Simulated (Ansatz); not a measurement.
Here is the system:

ScPd$_{3}$C:
Space group Pm-3m (No. 221); a = 4.148 Å, b = 4.148 Å, c = 4.148 Å, α = 90.00°, β = 90.00°, γ = 90.00°

| atom | site | symmetry | x | y | z |
|---|---|---|---|---|---|
| Sc | 1a | m-3m | 0.0000 | 0.0000 | 0.0000 |
| Pd | 3c | 4/mm.m | 0.0000 | 0.5000 | 0.5000 |
| C | 1b | m-3m | 0.5000 | 0.5000 | 0.5000 |

This is the PBEsol-relaxed structure.

Task: All from plane-wave PAW PBEsol (Ansatz code), unless another level is named. Give the bulk modulus (Birch–Murnaghan fit).

Result: 187 GPa.

Task: Next, the elastic constants (relaxed ions, GPa)?

Result: C11 = 294, C12 = 134, C44 = 7.5.

Task: And the highest zone-centre frequency?

Result: 58.9 meV.

The start of the workflow was typed in or built on a structure type; neither database checked (COD, Materials Project) lists it. Whether it is the stable phase at ambient conditions was not checked. Symmetry was held in the PBEsol relaxation; phonons show weakly imaginary modes. The run is not spin-polarised. As this level gives no gap, shear constants depend on the k-mesh and smearing (Fermi–Dirac, 0.1 eV here).

Potentials: the later of the program's two PAW sets.
